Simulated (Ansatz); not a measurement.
A relaxation computed with Ansatz, from input to last step.

```yaml
crystal:
  lattice:
    - [-1.6841279988, 1.6841279988, 7.5608563933]
    - [1.6841279988, -1.6841279988, 7.5608563933]
    - [1.6841279988, 1.6841279988, -7.5608563933]
  atoms:
    - { symbol: Nb, position: [0.3999836495, 0.3999836495, 0.0] }
    - { symbol: Nb, position: [0.6000163505, 0.6000163505, 0.0] }
    - { symbol: Nb, position: [0.0, 0.0, 0.0] }
    - { symbol: Au, position: [0.1993899414, 0.1993899414, 0.0] }
    - { symbol: Au, position: [0.8006100586, 0.8006100586, 0.0] }
basis:
  ecutwfc: 500
kpoints:
  mp_grid: { grid: [14, 14, 14] }
hamiltonian:
  xc: r2scan
scf:
  occupations: { method: gaussian, width: 0.1 }
output:
  forces: true
  stress: true
  eigenvalues: true
relax:
  adjacent_minimum: "off"
  f_tol: 0.01
  max_steps: 30
  cell: { stress_tol: 0.1, fix: [volume] }
```

```bash
ansatz run input.yaml --threads 1 --pin off --max-ram 2560MiB --backend cpu --events-out ev --progress --plain --runs-dir out
```

These are results of DFT r2SCAN, scalar-relativistic, plane waves, PAW (Ansatz 0.2.0), not measurements.

The volume is held at 0.97 times that of the relaxed cell.

Of 4 frames 3 are shown, positions in Å and forces in eV/Å; the SCF threshold varies from step to step. Steps run on the plane waves of an earlier cell, with a Pulay correction in the pressure. The basis is chosen afresh for the last frame, the zero of the energies, and at times for earlier ones too; energy and pressure can step there, also at an unchanged geometry. Where two frames share a geometry here, they differ by under 2 meV/atom and 0.3 GPa. The mark taken_back stands on steps that the optimiser undid.

```xyz
5
Lattice="-1.6841 1.6841 7.5609 1.6841 -1.6841 7.5609 1.6841 1.6841 -7.5609" Properties=species:S:1:pos:R:3:forces:R:3 pbc="T T T" step=1 free_energy_over_end_meV_per_atom=0.06 pressure_GPa=6.11
Nb    0.0000    0.0000    6.0484    0.0000    0.0000    0.0087
Nb    0.0000    0.0000    9.0733    0.0000    0.0000   -0.0087
Nb    0.0000    0.0000    0.0000    0.0000    0.0000    0.0000
Au    0.0000    0.0000    3.0151    0.0000    0.0000    0.0642
Au    0.0000    0.0000   12.1066    0.0000    0.0000   -0.0642
5
Lattice="-1.6825 1.6825 7.5759 1.6825 -1.6825 7.5759 1.6825 1.6825 -7.5759" Properties=species:S:1:pos:R:3:forces:R:3 pbc="T T T" step=2 free_energy_over_end_meV_per_atom=0.23 pressure_GPa=6.01 taken_back
Nb    0.0000    0.0000    6.0587    0.0000    0.0000    0.0253
Nb    0.0000    0.0000    9.0930    0.0000    0.0000   -0.0253
Nb    0.0000    0.0000    0.0000    0.0000    0.0000    0.0000
Au    0.0000    0.0000    3.0332    0.0000    0.0000   -0.1091
Au    0.0000    0.0000   12.1185    0.0000    0.0000    0.1091
5
Lattice="-1.6839 1.6839 7.5630 1.6839 -1.6839 7.5630 1.6839 1.6839 -7.5630" Properties=species:S:1:pos:R:3:forces:R:3 pbc="T T T" step=4 free_energy_over_end_meV_per_atom=0.00 pressure_GPa=6.07
Nb    0.0000    0.0000    6.0507    0.0000    0.0000   -0.0061
Nb    0.0000    0.0000    9.0753    0.0000    0.0000    0.0061
Nb    0.0000    0.0000    0.0000    0.0000    0.0000    0.0000
Au    0.0000    0.0000    3.0207    0.0000    0.0000   -0.0023
Au    0.0000    0.0000   12.1053    0.0000    0.0000    0.0023
```

The run took 3.1 min on 1 thread of Intel(R) Xeon(R) 6975P-C (Granite Rapids), on a shared host, peak memory 1.2 GiB.

Spin–orbit coupling is left out, which can shift energies with elements as heavy as these.